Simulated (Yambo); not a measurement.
## How GW settings move the gap: LiTaO₃

G0W0@PBEsol for LiTaO₃ (space group R3c, No. 161) in Yambo. Reference settings: 4×4×4 Γ-centred k mesh, bands 5 to 166 and a 7 Ry block in the screening, 166 bands in G with the Bruneval-Gonze terminator, plasmon pole fitted at 27.2 eV. The PBEsol gap Γ → Γ on this mesh is 3.87 eV; G0W0 gaps are taken between the same points.

| change from the reference | G0W0 gap Γ → Γ (eV) | shift of the valence edge (eV) | rough Yambo cost |
|---|---|---|---|
| reference settings | 5.71 | -0.58 | 1 |
| 85 bands in W | 5.84 | -0.47 | about 1/2 |
| 3 Ry block | 5.87 | -0.59 | within a factor of two |
| no terminator | 5.75 | -0.36 | – |

The reference isn't shown to be the converged limit. Costs are rough (shared machines), scaled to the same edge states, and given only for runs that recompute the screening.

Without spin-orbit coupling, band edges of such heavy elements can be off by tenths of an eV.

Geometry of the Materials Project entry, not relaxed at this level; primitive cell a = b = c = 5.477 Å, α = β = γ = 55.90°.

A shift is the quasiparticle energy of the state minus its PBEsol energy.
